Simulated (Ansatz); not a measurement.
Si₂Mo:
```cif
data_MoSi2
_chemical_formula_sum 'Si2 Mo1'
_space_group_name_H-M_alt 'P 1'
_space_group_IT_number 1
_cell_length_a 4.51812
_cell_length_b 4.51812
_cell_length_c 4.51812
_cell_angle_alpha 138.492
_cell_angle_beta 138.492
_cell_angle_gamma 60.151
loop_
_space_group_symop_operation_xyz
  'x, y, z'
loop_
_atom_site_label
_atom_site_type_symbol
_atom_site_fract_x
_atom_site_fract_y
_atom_site_fract_z
_atom_site_occupancy
Si1 Si 0.66471 0.66471 0.00000 1
Si2 Si 0.33529 0.33529 0.00000 1
Mo1 Mo 0.00000 0.00000 0.00000 1
```

Relaxed with r²SCAN.

**Question.** Decompose the optical modes at the zone centre into irreducible representations, and say which are infrared and Raman allowed.

**Answer.** Point group 4/mmm: Γ_opt = A1g + A2u + Eg + Eu. Infrared: A2u, Eu. Raman: A1g, Eg.

**Question.** Assign frequencies (DFPT, the program Ansatz at the r²SCAN level (PAW)).

**Answer.** Eu 279, A2u 324, Eg 331, A1g 441 cm⁻¹.

Space group I4/mmm (MoSi2 or CaC2 type). The r²SCAN relaxation kept the symmetry of its start; of distortions, only those at the zone centre were tested. No spin polarisation was allowed. As this level gives no gap, phonon frequencies hold no LO–TO term and depend on the k-mesh and smearing (Fermi–Dirac, 0.1 eV here).

Potentials: the earlier of the program's two PAW sets.
